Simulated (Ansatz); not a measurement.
**TiAl3-type YRh3**

Level of theory: DFT, PBEsol, scalar-relativistic, no spin polarisation; plane waves to 420 eV with PAW datasets (Ansatz 0.2.0), Γ-centred 12×12×12 mesh, 0.05 eV Gaussian smearing. The datasets are Ansatz's generated set soft_2.

```xyz
4
Lattice="-2.0090 2.0090 3.9496 2.0090 -2.0090 3.9496 2.0090 2.0090 -3.9496" Properties=species:S:1:pos:R:3 pbc="T T T"
Y     0.0000    0.0000    0.0000
Rh    0.0000    0.0000    3.9496
Rh    0.0000    2.0090    1.9748
Rh    2.0090    0.0000    1.9748
```

The start was a prototype's sites filled with these elements, not a measured cell.

Cell and atoms are those of this level's equilibrium.

The cell has space group I4/mmm (read at 0.01 Å). In it the stress is 0.01, 0.01, -0.02, 0.00, 0.00, 0.00 GPa and the largest force component 0.000 eV/Å. Each change below starts from this cell, without further relaxation. Stress is in GPa, positive in compression, in the order xx, yy, zz, yz, xz, xy; energies are counted from the cell above and are free energies with the smearing's entropy, which match forces and stress in a metal.

Problem. One atom was moved along a Cartesian axis, and these forces appeared. Which atom, and about how far?
```
atom  Fx (eV/Å)     Fy      Fz
  Y1      0.106  0.000   0.000
 Rh2     -0.133  0.000   0.000
 Rh3      0.013  0.000   0.002
 Rh4      0.013  0.000  -0.002
```

Solution. Atom 2 (Rh) is moved by 0.02 Å along x; the energy changes by 1.3 meV per cell.

Problem. What stress follows from an engineering strain of 3 % in zz, atoms carried along?

Solution. -3.77, -3.77, -6.90, 0.00, 0.00, 0.00 GPa; the energy changes by 42.9 meV per cell.
The change of the stress over the strain gives a clamped-atom stiffness of about 229 GPa for this component, a secant value that lies under the elastic constant in tension and over it in compression, by several per cent for each per cent of strain.
In a harmonic crystal the energy would rise by V(½Cε² − σ₀ε), with σ₀ the stress of the unstrained cell, = 41.3 meV, close to the run's value; the rest has the sign of the anharmonic part, which a secant stiffness overstates.
